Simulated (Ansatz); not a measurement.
Two states of EuZn5

```
CELL_PARAMETERS angstrom
2.69173 4.66221 0.00000
-2.69173 4.66221 4.27349
5.38345 0.00000 4.27349
ATOMIC_POSITIONS crystal
Zn 0.00000 0.66670 0.33330
Zn 0.50000 0.16670 0.83330
Zn 0.49995 0.83335 0.16665
Zn 0.99995 0.33335 0.66665
Eu 0.00000 0.00000 0.00000
Eu 0.50000 0.50000 0.50000
Zn 0.00000 0.00000 0.50000
Zn 0.50000 0.50000 0.00000
Zn 0.25000 0.25000 0.25000
Zn 0.75000 0.75000 0.75000
Zn 0.00000 0.50000 0.00000
Zn 0.50000 0.00000 0.50000
```

The numbers come from plane-wave PAW DFT (Ansatz): r2SCAN, 500 eV, 4×4×4 Γ-centred k points, fermi-dirac occupations (width 0.1 eV). Nothing was relaxed.

State A: Eu5 up, Eu6 up (collinear spin). State B: Eu5 up, Eu6 down (collinear spin).

Task: Which state is lower, and how do they differ?

Result: State B is lower by 2.5 meV an atom at zero smearing; in free energy at this smearing B lies -1.9 meV an atom from A. So small a gap isn't resolved on this mesh where a state is a metal.

```csv
state,free energy (meV/atom),largest moment in a small sphere (μB),net moment (μB/cell),gap on mesh (eV),pressure (GPa),largest force (eV/Å)
A,1.9,6.76,14.20,metal,-1.5,0.03
B,0.0,6.77,0.00,metal,-1.6,0.05
```

Origin: a database entry at a rescaled volume. Caveats: the k mesh is coarse if the cell is a metal; f shells without a U or exact exchange are poorly placed.
